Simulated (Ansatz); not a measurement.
## Sr2CuO3, one cell by several methods

```
CELL_PARAMETERS angstrom
-1.75833 1.96398 6.30796
1.75833 -1.96398 6.30796
1.75833 1.96398 -6.30796
ATOMIC_POSITIONS crystal
Sr 0.14693 0.64693 0.50000
Sr 0.85307 0.35307 0.50000
Cu 0.50000 0.00000 0.50000
O 0.00000 0.00000 0.00000
O 0.34582 0.84582 0.50000
O 0.65418 0.15418 0.50000
```

Atom numbers follow the list: Sr1, Sr2, Cu3, O4, O5, O6.

Structure from Materials Project entry mp-5456 (possibly hypothetical), not relaxed further.

Without spin polarisation or U, such a compound can come out metallic where the real one is a magnetic insulator.

All numbers are computed: DFT, PBEsol, PAW with Ansatz's default frozen-core files, scalar-relativistic (Ansatz 0.2.0); DFT, PBEsol, all-electron PAW with datasets made for the crystal, scalar-relativistic (Ansatz 0.2.0); DFT, PBEsol, all-electron LAPW, scalar-relativistic (Ansatz 0.2.0).

For PAW: a Γ-centred 12×12×12 k mesh, Fermi–Dirac smearing of 0.05 eV, cutoff 420 eV, no spin polarisation; the PAW files were made with PBE, and the program remakes their frozen cores for this functional. The crystal-made all-electron datasets (AE datasets) take a cutoff of 480 eV at this cell. LAPW targets a basis error of 1 meV/atom. The Ansatz runs share mesh, smearing and spin set-up. Plane-wave (PAW) pressures include the program's estimate of the Pulay term.

Stress and pressure are positive in compression.

No spin–orbit coupling: at heavy atoms the gradients can be off by tens of per cent for that reason.

In a metal, gradients converge slowly with the k mesh: the values move by tens of per cent from one mesh to another, at times in sign, so only the comparison on one mesh counts.

Levels count from the Fermi level.

```json
{"quantity": "pressure (GPa)", "PAW": "-2.51", "AE datasets": "-2.51", "LAPW": "-2.51"}
{"quantity": "stress xx (GPa)", "PAW": "-2.12", "AE datasets": "-2.11", "LAPW": "-2.11"}
{"quantity": "stress yy (GPa)", "PAW": "-2.27", "AE datasets": "-2.26", "LAPW": "-2.26"}
{"quantity": "stress zz (GPa)", "PAW": "-3.15", "AE datasets": "-3.15", "LAPW": "-3.15"}
{"quantity": "force on Sr1, z (eV/Å)", "PAW": "-0.064", "AE datasets": "-0.063", "LAPW": "-0.063"}
{"quantity": "force on O5, z (eV/Å)", "PAW": "0.024", "AE datasets": "0.027", "LAPW": "0.027"}
{"quantity": "highest filled level at Y0 (eV)", "PAW": "-1.418", "AE datasets": "-1.425", "LAPW": "-1.425"}
{"quantity": "lowest empty level at Y0 (eV)", "PAW": "0.657", "AE datasets": "0.657", "LAPW": "0.657"}
{"quantity": "highest filled level at F2 (eV)", "PAW": "-1.176", "AE datasets": "-1.176", "LAPW": "-1.176"}
{"quantity": "lowest empty level at F2 (eV)", "PAW": "3.262", "AE datasets": "3.256", "LAPW": "3.256"}
{"quantity": "highest filled level at Σ0 (eV)", "PAW": "-1.176", "AE datasets": "-1.176", "LAPW": "-1.176"}
{"quantity": "lowest empty level at Σ0 (eV)", "PAW": "3.262", "AE datasets": "3.256", "LAPW": "3.256"}
{"quantity": "field gradient Vzz at Sr1 (10²¹ V/m²)", "PAW": "-1.51", "AE datasets": "-1.49", "LAPW": "–"}
{"quantity": "field gradient Vzz at Cu3 (10²¹ V/m²)", "PAW": "2.20", "AE datasets": "2.13", "LAPW": "–"}
{"quantity": "field gradient Vzz at O4 (10²¹ V/m²)", "PAW": "12.62", "AE datasets": "12.46", "LAPW": "–"}
{"quantity": "field gradient Vzz at O5 (10²¹ V/m²)", "PAW": "7.08", "AE datasets": "6.99", "LAPW": "–"}
```

PAW's pressure differs from the LAPW value by about 0.01 GPa or less.
